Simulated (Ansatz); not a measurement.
Relaxed candidate structures of ScPd:

A. Pbcm (No. 57), oP8, AFLOW prototype AB_oP8_57_d_d (as in TlF); a = 5.5551 Å, b = 5.2365 Å, c = 5.0374 Å, α = 90.00°, β = 90.00°, γ = 90.00°; Sc 4d (0.685, 0.051, 0.250); Pd 4d (0.174, 0.061, 0.250)

B. Pm-3m (No. 221), cP2, CsCl type; a = 3.2664 Å, b = 3.2664 Å, c = 3.2664 Å, α = 90.00°, β = 90.00°, γ = 90.00°; Pd 1b (0.500, 0.500, 0.500); Sc 1a (0.000, 0.000, 0.000)

Rank these by energy per atom (lowest first), as PBEsol (plane waves to 420 eV, PAW, scalar-relativistic; Ansatz, a quantum-chemistry and plane-wave program) gives it.

B (reference, the lowest of the structures calculated here), A (+0.20 eV/atom)

Each run could gain symmetry but not lose that of its start, so entries can be saddle points. From databases, or of a type measured for this composition: Pm-3m, cP2, CsCl type; the others are generated cells (placed on structure types, drawn at random, substituted or restacked) that were not matched to a known phase here. Static energies at zero pressure. No spin polarisation in the result.
